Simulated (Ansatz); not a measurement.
Relaxed-ion elastic tensor of Ti3InN (anti-perovskite, Pm-3m) in GPa (Voigt order), DFT-PBEsol in the program Ansatz with PAW potentials; density 6.33 g/cm³, 14.29 Å³ per atom.

|  | 1 | 2 | 3 | 4 | 5 | 6 |
|---|---|---|---|---|---|---|
| 1 | 203 | 150 | 150 | 0.0 | 0.0 | 0.0 |
| 2 | 150 | 203 | 150 | 0.0 | 0.0 | 0.0 |
| 3 | 150 | 150 | 203 | 0.0 | 0.0 | 0.0 |
| 4 | 0.0 | 0.0 | 0.0 | 53.2 | 0.0 | 0.0 |
| 5 | 0.0 | 0.0 | 0.0 | 0.0 | 53.2 | 0.0 |
| 6 | 0.0 | 0.0 | 0.0 | 0.0 | 0.0 | 53.2 |

Question: Is the crystal mechanically stable?

Answer: Yes: the smallest eigenvalue of C is 52.5 GPa.

Question: Work out the Voigt, Reuss and Hill averages.

Answer: K_V = 168, K_R = 168, K_H = 168; G_V = 42.4, G_R = 37.7, G_H = 40.1 GPa.

Question: Give Young's modulus, Poisson's ratio, Pugh's ratio and the universal anisotropy index.

Answer: E = 9KG/(3K + G) = 111 GPa; ν = 0.39; K/G = 4.19 (ductile by the Pugh limit of 1.75); A_U = 5G_V/G_R + K_V/K_R − 6 = 0.63.

Question: Estimate the sound speeds and the Debye temperature.

Answer: v_l = √((K + 4G/3)/ρ) = 5910 m/s, v_t = √(G/ρ) = 2520 m/s, mean 2840 m/s; Θ = (h/k)(3n/4πV)^(1/3) v_m = 349 K.

Question: Give the Zener ratio and Young's modulus along [100], [110] and [111].

Answer: A = 2C44/(C11 − C12) = 2.03; 1/E = S11 − 2(S11 − S12 − S44/2)Γ with Γ = 0, 1/4, 1/3 gives 74.8, 117, 144 GPa.

The workflow started from a Materials Project entry (that database holds measured and hypothetical structures alike); the Crystallography Open Database copy checked does not list it. Whether it is the stable phase at ambient conditions was not checked. The cell was relaxed with PBEsol under the symmetry of its start; of distortions, only those at the zone centre were tested. No spin polarisation was allowed. As this level gives no gap, shear constants depend on the k-mesh and smearing (Fermi–Dirac, 0.1 eV here).

Potentials: the later of the program's two PAW sets.
